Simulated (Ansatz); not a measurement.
Hf2Ga3Cu in space group Cm (No. 8; Pearson symbol mS12), PBE (plane waves, PAW; program Ansatz), all energies at zero smearing, with the estimated change up to a 700 eV cutoff added, with one set of potentials and settings (totals compare only within such a set). Cell of 6 atoms (2 Hf, 3 Ga, 1 Cu): -49421.213 eV.

```tsv
element	reference phase	E (eV/atom)
Hf	P6_3/mmc, 2 atoms in the cell	-15722.2087
Ga	Cmce, 4 atoms in the cell	-3783.0259
Cu	Fm-3m, 1 atoms in the cell	-6625.1847
```

Formation energy per atom, worked out: (-49421.213 − 2×(-15722.2087) − 3×(-3783.0259) − 1×(-6625.1847))/6 = -0.422 eV/atom (-41 kJ per mol of atoms), at 0 K, without zero-point energy or fitted corrections.

The workflow started from a Materials Project entry (that database holds measured and hypothetical structures alike); the Crystallography Open Database copy checked does not list it. With Ga and Cu taken as one species the cell has the higher symmetry Imma, so it may be an ordered model of a mixed-site phase. Its standing as an ambient phase is unchecked. Symmetry was held in the PBE relaxation; whether a distortion lowers the energy is not shown. No spin polarisation was allowed. The references are the lowest solids computed at this level, not always the standard phases. Spin–orbit coupling is left out wherever it is not named.

Potentials: the earlier of the program's two PAW sets.
